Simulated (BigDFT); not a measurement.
BigDFT run on the molecule C3H10O2Si2 of charge -1: self-consistent single point.

Computed with LDA (Teter-Pade), Daubechies wavelet basis, HGH (Krack) norm-conserving potentials made for LDA, periodic boundary conditions in BigDFT.

```xyz
17

C      3.3927     0.2096     0.3406
C      2.3907    -0.6792     0.3315
C      0.9505    -0.3274     0.5964
Si    -0.2353    -0.6836    -0.8189
O     -1.8163    -0.3429    -0.4471
Si    -2.7396     0.9788    -0.0932
O     -4.2621     0.4653     0.2964
H      3.2230     1.2646     0.5334
H      4.4157    -0.1051     0.1557
H      2.6245    -1.7275     0.1470
H      0.6197    -0.8954     1.4739
H      0.8607     0.7329     0.8614
H      0.1448     0.1074    -2.0160
H     -0.1502    -2.1205    -1.1829
H     -2.8127     1.8715    -1.2690
H     -2.1525     1.6990     1.0574
H     -4.4538    -0.4475     0.0333
```
Charge -1, spin multiplicity 2.

Reference input (self-consistent single point, DFT, LDA (Teter-Pade), Daubechies wavelet basis, HGH (Krack) norm-conserving potentials made for LDA, isolated boundary conditions): basis = Daubechies wavelets; dft.hgrids = 0.33 bohr; dft.rmult = 5 8; dft.ixc = 1; potentials = built-in HGH-K LDA; boundary_conditions = free; dft.gnrm_cv = 1e-05; dft.itermax = 80; dft.idsx = 6; dft.nrepmax = 3. This run's input differs from it in these lines:

```diff
@@ -3,4 +3,7 @@
   hgrids: 0.33
-  rmult: [5, 8]
+  rmult: [10, 8]
   ixc: 1
+  qcharge: -1
+  nspin: 2
+  mpol: 1
   gnrm_cv: 1e-05
@@ -11,20 +14,21 @@
   units: angstroem
+  cell: [13.869500000, 8.992000000, 8.489900000]
   positions:
-  - C: [3.392700000, 0.209600000, 0.340600000]
-  - C: [2.390700000, -0.679200000, 0.331500000]
-  - C: [0.950500000, -0.327400000, 0.596400000]
-  - Si: [-0.235300000, -0.683600000, -0.818900000]
-  - O: [-1.816300000, -0.342900000, -0.447100000]
-  - Si: [-2.739600000, 0.978800000, -0.093200000]
-  - O: [-4.262100000, 0.465300000, 0.296400000]
-  - H: [3.223000000, 1.264600000, 0.533400000]
-  - H: [4.415700000, -0.105100000, 0.155700000]
-  - H: [2.624500000, -1.727500000, 0.147000000]
-  - H: [0.619700000, -0.895400000, 1.473900000]
-  - H: [0.860700000, 0.732900000, 0.861400000]
-  - H: [0.144800000, 0.107400000, -2.016000000]
-  - H: [-0.150200000, -2.120500000, -1.182900000]
-  - H: [-2.812700000, 1.871500000, -1.269000000]
-  - H: [-2.152500000, 1.699000000, 1.057400000]
-  - H: [-4.453800000, -0.447500000, 0.033300000]
+  - C: [10.346500000, 4.830100000, 4.856600000]
+  - C: [9.344500000, 3.941300000, 4.847500000]
+  - C: [7.904300000, 4.293100000, 5.112400000]
+  - Si: [6.718500000, 3.936900000, 3.697100000]
+  - O: [5.137500000, 4.277600000, 4.068900000]
+  - Si: [4.214200000, 5.599300000, 4.422800000]
+  - O: [2.691700000, 5.085800000, 4.812400000]
+  - H: [10.176800000, 5.885100000, 5.049400000]
+  - H: [11.369500000, 4.515400000, 4.671700000]
+  - H: [9.578300000, 2.893000000, 4.663000000]
+  - H: [7.573500000, 3.725100000, 5.989900000]
+  - H: [7.814500000, 5.353400000, 5.377400000]
+  - H: [7.098600000, 4.727900000, 2.500000000]
+  - H: [6.803600000, 2.500000000, 3.333100000]
+  - H: [4.141100000, 6.492000000, 3.247000000]
+  - H: [4.801300000, 6.319500000, 5.573400000]
+  - H: [2.500000000, 4.173000000, 4.549300000]
```

Log, with long lists cut:

```
  #------------------------------------------------------------------- Self-Consistent Cycle
 Ground State Optimization:
 - Hamiltonian Optimization: &itrp001
   - Subspace Optimization: &itrep001-01
       Wavefunctions Iterations:
 iter:  1, EKS: -6.18362319696183889E+01, gnrm:  2.42E-01, D: -1.05E+00,
 iter:  2, EKS: -6.27021499017363482E+01, gnrm:  1.04E-01, D: -8.66E-01,
 iter:  3, EKS: -6.28477508768440742E+01, gnrm:  5.09E-02, D: -1.46E-01,
 iter:  4, EKS: -6.29031774868494153E+01, gnrm:  2.26E-02, D: -5.54E-02,
 iter:  5, EKS: -6.29166323355389707E+01, gnrm:  1.22E-02, D: -1.35E-02,
   [... lines left out ...]
 iter:  73, EKS: -6.29506736955705435E+01, gnrm:  1.39E-03, D: -7.88E-05,
 iter:  74, EKS: -6.29507029740376609E+01, gnrm:  2.60E-03, D: -2.93E-05,
 iter:  75, EKS: -6.29505274352376460E+01, gnrm:  5.11E-03, D:  1.76E-04,
 iter:  76, EKS: -6.29508411209153991E+01, gnrm:  2.66E-03, D: -3.14E-04,
 iter:  77, EKS: -6.29509537357057241E+01, gnrm:  1.62E-03, D: -1.13E-04,
 iter:  78, EKS: -6.29510238580302754E+01, gnrm:  1.16E-03, D: -7.01E-05,
 iter:  79, EKS: -6.29510846323021127E+01, gnrm:  9.45E-04, D: -6.08E-05,
       -  &FINAL001  { #---------------------------------------------------------- iter: 80
 iter:  80, EKS: -6.29511438404800572E+01, gnrm:  9.45E-04, D: -5.92E-05,  #FINAL
        #WARNING: No convergence within the allowed number of minimization steps
        #WARNING: Wavefunctions not converged after cycle  1
        #restart after diagonalisation
       Total magnetization             :  1.000000
        #Eigenvalues and New Occupation Numbers
       Orbitals: [
   [... lines left out ...]
        #WARNING: No convergence within the allowed number of minimization steps
        #WARNING: Wavefunctions not converged after cycle  2
       Total magnetization             :  1.000000
        #WARNING: No convergence within the allowed number of minimization steps
        #WARNING: Wavefunctions not converged after cycle  3
       Total magnetization             :  1.000000
  #WARNING: Self-consistent cycle did not meet convergence criteria
  #-------------------------------- Warnings obtained during the run, check their relevance!
 WARNINGS:
 BigDFT infocode                       :  1
   [... lines left out ...]
 -  {H: [ 4.846446586338E-03, -1.152495282231E-03, -8.136148711044E-04]} # 0009
 -  {H: [-4.087008691026E-04, -4.371777161224E-03, -1.183082080263E-03]} # 0010
 -  {H: [-5.410604662963E-03, -3.524458071259E-03,  3.492370098622E-03]} # 0011
 -  {H: [ 7.469153976882E-04,  4.209673147712E-03,  1.130843153705E-03]} # 0012
 -  {H: [ 1.482536024076E-03,  2.445586907917E-03, -1.180694215475E-03]} # 0013
 -  {H: [-1.224793926415E-03, -1.864949510668E-03,  5.954566914177E-04]} # 0014
 -  {H: [ 1.222436294790E-03,  1.361162582402E-03, -2.558136991834E-03]} # 0015
 -  {H: [-2.623408497572E-04,  1.075176110102E-03,  2.697394159621E-03]} # 0016
 -  {H: [-2.833102806359E-03, -2.784504753192E-03, -5.317683149529E-04]} # 0017
 Energy (Hartree)                      : -6.29631395112976193E+01
 Force Norm (Hartree/Bohr)             :  5.32334829268847481E-02
```

The run ended unconverged after 240 iterations. 

The charged periodic cell holds a neutralising background, and its energy is uncorrected. The molecule sits in a periodic box, so it interacts with its images across the vacuum, the more the smaller the box. The geometry comes from a cheaper method or was typed, in some cases with atoms then moved at random; it is not relaxed at this level, and the species need not be a known compound.

Cost on one core: about 24 core-minutes (a rough figure).
